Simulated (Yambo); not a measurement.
Input:

```xyz
5
Lattice="4.4250 0.0000 0.0000 0.0000 4.4250 0.0000 0.0000 0.0000 4.4250" Properties=species:S:1:pos:R:3 pbc="T T T"
F      0.0000     2.2125     2.2125
F      2.2125     0.0000     2.2125
F      2.2125     2.2125     0.0000
Rb     0.0000     0.0000     0.0000
Cd     2.2125     2.2125     2.2125
```

Workflow: PBEsol (Quantum ESPRESSO, PseudoDojo norm-conserving, 102 Ry, with spin-orbit coupling), then G0W0 in Yambo (2×2×2 Γ-centred k mesh, bands 9 to 264 and a 7 Ry block in the screening, 264 bands in G with the Bruneval-Gonze terminator, plasmon pole fitted at 27.2 eV).

Problem. Give the PBEsol and G0W0 gaps between the band edges found on this mesh, and say where the edges lie.

Solution. Edges: R → Γ. PBEsol: 3.07 eV; G0W0: 6.21 eV. Nearest settings tried, and what they do to the gap: 178 bands in W, 178 bands in G: +173 meV; 6 Ry block (171 vectors against 203): +8 meV. Not varied: mesh. So the settings aren't converged at that level. The k mesh is coarse. The cell is held in this high symmetry; tilts and polar distortions were not searched.

Geometry of the Materials Project entry, not relaxed at this level.

The structure is a Materials Project entry; no match was found in the copy of COD used, and its stability was not checked.
